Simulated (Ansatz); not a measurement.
Consider the following.

Ga2BiAs:
```
Ga2BiAs
1.0
    2.09472     1.20939     6.89992
   -2.09472     1.20939     6.89992
    0.00000    -2.41878     6.89992
Ga Bi As
2 1 1
Direct
  0.88292   0.88292   0.88292
  0.36804   0.36804   0.36804
  0.49893   0.49893   0.49893
  0.00012   0.00012   0.00012
```

This is the LDA-relaxed structure.

Question: All from plane-wave PAW LDA (Ansatz code), unless another level is named. Give the highest zone-centre frequency.

Answer: 245 cm^-1.

Question: What about the bulk modulus (Birch–Murnaghan fit)?

Answer: 55.2 GPa.

Space group R3m. The workflow started from a Materials Project entry (that database holds measured and hypothetical structures alike); the Crystallography Open Database copy checked does not list it. Its standing as an ambient phase is unchecked. Symmetry was held in the LDA relaxation; of distortions, only those at the zone centre were tested. As this level gives no gap, phonon frequencies hold no LO–TO term and depend on the k-mesh and smearing (Fermi–Dirac, 0.1 eV here). Spin–orbit coupling is left out wherever it is not named.

Potentials: the later of the program's two PAW sets.
